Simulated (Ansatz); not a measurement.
BaSi2:
```
CELL_PARAMETERS angstrom
      4.03488     0.00000     0.00000
     -2.01744     3.49431     0.00000
      0.00000     0.00000     5.20310
ATOMIC_POSITIONS crystal
  Ba 0.00000 0.00000 0.00000
  Si 0.66667 0.33333 0.55977
  Si 0.33333 0.66667 0.44023
```

Relaxed with PBEsol. Special points in fractions of this cell's reciprocal vectors: Γ (0.000, 0.000, 0.000); M (0.500, 0.000, 0.000); K (0.333, 0.333, 0.000); A (0.000, 0.000, 0.500); L (0.500, 0.000, 0.500); H (0.333, 0.333, 0.500).

Q: List the band energies nearest the Fermi level at these points for DFT-PBEsol in the program Ansatz with PAW potentials.

A: In eV from the Fermi level; about four levels below and three above (degenerate sets whole), none deeper than 8.9 eV; points with the same levels are listed once.

```csv
k,below,above
Γ,-2.73 -1.90 -1.90 -1.05,0.23 1.95 1.95
M,-7.60 -3.13 -2.86 -0.92,0.01 1.47 2.19
K,-7.81 -7.81 -4.95 -2.11 -2.11,2.08 2.08 3.37
A,-4.63 -1.68 -1.68,0.37 0.81 0.81
L,-6.97 -3.29 -2.11 -1.57,0.46 2.46 2.77
H,-8.23 -8.23 -4.07 -1.31 -1.31,2.03 3.38 3.38
```

Space group P-3m1. The first step of the workflow began from a Materials Project structure, measured or hypothetical; the Crystallography Open Database copy checked does not list it. COD files the formula under space group No. 62, 191, so this cell is another polymorph or a model. Whether it is the stable phase at ambient conditions was not checked. The cell was relaxed with PBEsol under the symmetry of its start; its stability against distortions is not shown here. Spin–orbit coupling is left out wherever it is not named.

Potentials: the later of the program's two PAW sets.
